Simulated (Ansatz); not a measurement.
HfO2:
```
CELL_PARAMETERS angstrom
      0.00000     2.54881     2.54881
      2.54881     0.00000     2.54881
      2.54881     2.54881     0.00000
ATOMIC_POSITIONS crystal
  Hf 0.00000 0.00000 0.00000
  O  0.25000 0.25000 0.25000
  O  0.75000 0.75000 0.75000
```

Tensor components refer to the Cartesian frame of this cell.

### Question
Give the high-frequency dielectric tensor and the Born effective charge tensors of the independent atoms from DFPT, DFT-PBE in the program Ansatz with PAW potentials.

### Answer

ε∞:
```
5.30  0.00  0.00
0.00  5.30  0.00
0.00  0.00  5.30
```
Z* of atom 1 (Hf), rows: field, columns: displacement, in e:
```
5.54  0.00  0.00
0.00  5.54  0.00
0.00  0.00  5.54
```
Z* of atom 2 (O), rows: field, columns: displacement, in e:
```
-2.77   0.00   0.00
 0.00  -2.77   0.00
 0.00   0.00  -2.77
```

Static charges for comparison (Bader): Hf1 +2.69, O2 -1.34 e. Born charges measure polarisation by displacement and can exceed these by far.

Space group Fm-3m (fluorite). This is a known high-temperature phase of the composition, computed here at zero pressure and temperature. Symmetry was held in the PBE relaxation. At this level the phase is dynamically unstable (imaginary phonons). The run is not spin-polarised. Scalar-relativistic: spin–orbit coupling is off unless named, which matters more the heavier the elements.

Potentials: the later of the program's two PAW sets.
